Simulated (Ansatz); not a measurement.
SiSnO3:
```
CELL_PARAMETERS angstrom
      3.46574     0.00000     0.00000
      0.00000     3.46574     0.00000
      0.00000     0.00000     4.68912
ATOMIC_POSITIONS crystal
  Si 0.50000 0.50000 0.49030
  Sn 0.00000 0.00000 0.01503
  O  0.50000 0.50000 0.83807
  O  0.50000 0.00000 0.38130
  O  0.00000 0.50000 0.38130
```

Relaxed with PBEsol. Special points in fractions of this cell's reciprocal vectors: Γ (0.000, 0.000, 0.000); X (0.000, 0.500, 0.000); M (0.500, 0.500, 0.000); Z (0.000, 0.000, 0.500); R (0.000, 0.500, 0.500); A (0.500, 0.500, 0.500).

Q: List the band energies nearest the valence-band maximum at these points for DFT-PBEsol with spin–orbit coupling in the program Ansatz with PAW potentials.

A: In eV from the valence-band maximum; about four levels below and three above (degenerate sets whole), none deeper than 8.9 eV; points with the same levels are listed once.

| k | below | above |
|---|---|---|
| Γ | -3.03 -3.03 -3.00 -3.00 | 0.71 0.71 4.46 4.46 |
| X | -3.69 -3.69 0.00 0.00 | 1.41 1.41 4.51 4.51 |
| M | -2.60 -2.60 -1.51 -1.51 | 2.79 2.79 4.07 4.07 |
| Z | -2.94 -2.94 -2.06 -2.06 | 1.45 1.45 2.01 2.01 |
| R | -3.74 -3.74 -0.56 -0.56 | 2.82 2.82 4.12 4.12 |
| A | -3.27 -3.27 -3.27 -3.27 -1.52 -1.52 | 3.33 3.33 3.68 3.68 |

Space group P4mm. A made-up cell: these elements were put on the sites of a structure type; neither database checked (COD, Materials Project) lists it. Whether it is the stable phase at ambient conditions was not checked. The cell was relaxed with PBEsol under the symmetry of its start; its stability against distortions is not shown here.

Potentials: the earlier of the program's two PAW sets. The files were generated under PBE; for other functionals the program regenerates the frozen cores, and for LDA and PBEsol the local potential too.
